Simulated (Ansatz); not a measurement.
**ZrTi$_{3}$Si$_{8}$: relaxed-ion elastic tensor**

Method: DFT PBE, scalar-relativistic, plane waves, PAW (Ansatz 0.2.0). Settings: 420 eV plane-wave cutoff, Γ-centred 6×6×8 mesh, Fermi-Dirac smearing of 0.15 eV. No spin polarisation.

Relaxed structure:
```xyz
12
Lattice="4.1963 -4.3438 0.0000 4.1963 4.3438 0.0000 0.0000 0.0000 4.8853" Properties=species:S:1:pos:R:3 pbc="T T T"
Zr    0.0000    0.0000    2.4427
Ti    2.0982    2.1719    3.6544
Ti    2.0982   -2.1719    1.2309
Ti    4.1963    0.0000    0.0000
Si    4.9500   -2.1238    1.1868
Si    4.9500    2.1238    3.6985
Si    3.4427    2.1238    1.1868
Si    3.4427   -2.1238    3.6985
Si    5.5098    0.0000    2.4427
Si    1.4166    0.0000    0.0000
Si    2.8828    0.0000    2.4427
Si    6.9761    0.0000    0.0000
```

The cell was found from a structure generator's guess, not taken from experiment. In a metal, frequencies and elastic constants depend on the k mesh and the smearing, soft modes and shear constants most.

(1) Give the relaxed-ion elastic constants (GPa, Voigt order xx yy zz yz xz xy, on the Cartesian axes of the cell above).

(2) Is the crystal stable against homogeneous strain?

(3) And the moduli of a polycrystal (Hill averages)?

Answers

(1)
C11 = 287.1, C12 = 31.3, C13 = 33.7, C22 = 374.6, C23 = 80.5, C33 = 293.6, C44 = 100.8, C55 = 104.0, C66 = 69.8 GPa; the others vanish.

(2) Yes: the least eigenvalue of the tensor is 69.8 GPa.

(3) B = 137 GPa, G = 105 GPa, E = 252 GPa, ν = 0.19.
